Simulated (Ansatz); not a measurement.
**A plane-wave run on RbIn$_{6}$Au$_{4}$**

The input, for Ansatz 0.2.0 (plane waves, PAW):

```yaml
crystal:
  lattice:
    - [8.207929, 0.0, 0.0]
    - [-4.103964, 7.108279, 0.0]
    - [0.0, 0.0, 4.557398]
  atoms:
    - { symbol: Au, position: [0.3333, 0.6667, 0.0] }
    - { symbol: Au, position: [0.79309, 0.20691, 0.5] }
    - { symbol: Au, position: [0.41382, 0.20691, 0.5] }
    - { symbol: Au, position: [0.79309, 0.58618, 0.5] }
    - { symbol: In, position: [0.1965, 0.8035, 0.5] }
    - { symbol: In, position: [0.607, 0.8035, 0.5] }
    - { symbol: In, position: [0.1965, 0.393, 0.5] }
    - { symbol: In, position: [0.53468, 0.46532, 0.0] }
    - { symbol: In, position: [0.93064, 0.46532, 0.0] }
    - { symbol: In, position: [0.53468, 0.06936, 0.0] }
    - { symbol: Rb, position: [0.0, 0.0, 0.0] }
  symmetry: { tolerance: 0.0003 }
kpoints:
  mp_grid: { grid: [4, 4, 6], shift: [0, 0, 0] }
  band_path:
    path:
      - [0.0, 0.0, 0.0]
      - [0.5, 1.7e-07, 0.0]
      - [0.33333333, 0.3333335, 0.0]
      - [0.0, 0.0, 0.0]
      - [0.0, 0.0, 0.5]
      - [0.5, 1.7e-07, 0.5]
      - [0.33333333, 0.3333335, 0.5]
      - [0.0, 0.0, 0.5]
      - [0.5, 1.7e-07, 0.5]
      - [0.5, 1.7e-07, 0.0]
      - [0.33333333, 0.3333335, 0.5]
    npoints: 6
magnetization:
  spin_polarized: false
scf:
  occupations: { method: gaussian, width: 0.0255 }
  lower_state_search: "off"
  max_iter: 200
hamiltonian:
  pseudopotentials: { kind: paw }
  xc: r2scan
basis:
  ecutwfc: 500
  fft_grid_basis: typed
output:
  forces: true
  stress: true
  eigenvalues: true
  populations: true
  elf: true
  write_potential: true
  volumetric_format: npy
  dos:
    e_range: [-12, 8]
    de: 0.05
    projected: { site_lists: { Au: [Au], In: [In], Rb: [Rb] } }
checkpoint:
  read: saved_state
```

The run starts from an earlier solution of this cell. 

Excerpt of what it printed:

```
Free energy (F): -89606.4317 eV
Harris-Foulkes:  -89606.4317 eV  (|F-HF|=4.34e-8)
Internal energy: -89606.4305 eV  (E = F + TS)
E sigma→0 (E₀):  -89606.4311 eV
Entropy (-TS):   -0.0011 eV (-0.102 meV/atom)
Fermi energy:    12.0434 eV
--- Per-component energies (eV) ---
  E_band       = -1638.4054
  E_kinetic    = 4064.9560
  E_local      = -18219.2254  (includes V_loc(G=0)·N_el)
  E_nonlocal   = 2669.1756
  E_hartree    = 7566.3939
  E_xc         = -2206.3108
  E_vxc        = -2026.4683  (∫ρ·V_xc dr)
  E_paw        = -66654.4116  (= ΣΔE_a)
  E_vpaw       = -3398.7622  (= ΣTr[D̂ρ^β])
  E_aug_tail   = 0.0029  (compensation charges beyond the density's cutoff)
  E_vtau       = 139.1492  (kinetic-family band-sum trace: ∫τ·v_τ [+ j·A + Jᵃ·Aᵃ] dr)
  E_ewald      = -16831.9522
  E_core_change = 4.9411  (= ΣΔE_core)
  E_smearing   = -0.0011  (= −TS)
--- Forces (eV/Å), atoms counted from 1 ---
  atom   1  Au     0.0000     0.0000     0.0000
  atom   2  Au    -0.0227     0.0131     0.0000
  atom   3  Au     0.0227     0.0131     0.0000
  atom   4  Au     0.0000    -0.0263     0.0000
  atom   5  In     0.1084    -0.0626     0.0000
  atom   6  In    -0.1084    -0.0626     0.0000
  atom   7  In     0.0000     0.1251     0.0000
  atom   8  In    -0.0025     0.0015     0.0000
  atom   9  In     0.0025     0.0015     0.0000
  atom  10  In     0.0000    -0.0029     0.0000
  atom  11  Rb     0.0000     0.0000     0.0000
--- Stress (GPa, compression-positive) ---
       -1.4266       0.0000       0.0000
        0.0000      -1.4266       0.0000
        0.0000       0.0000      -1.8119
  P = ⅓ Tr σ = -1.5550 GPa (-15.550 kbar)
--- Löwdin populations: 11 sites ---
  site symbol       q [e]
     0     Au     18.4138
     1     Au     18.5456
     2     Au     18.5456
     3     Au     18.5456
     4     In     13.3324
     5     In     13.3324
     6     In     13.3324
     7     In     13.3728
     8     In     13.3728
     9     In     13.3728
    10     Rb      8.2301
  spilling = 0.0037 (of n_electrons = 163.0000)
```

Origin: a database entry at a rescaled volume.
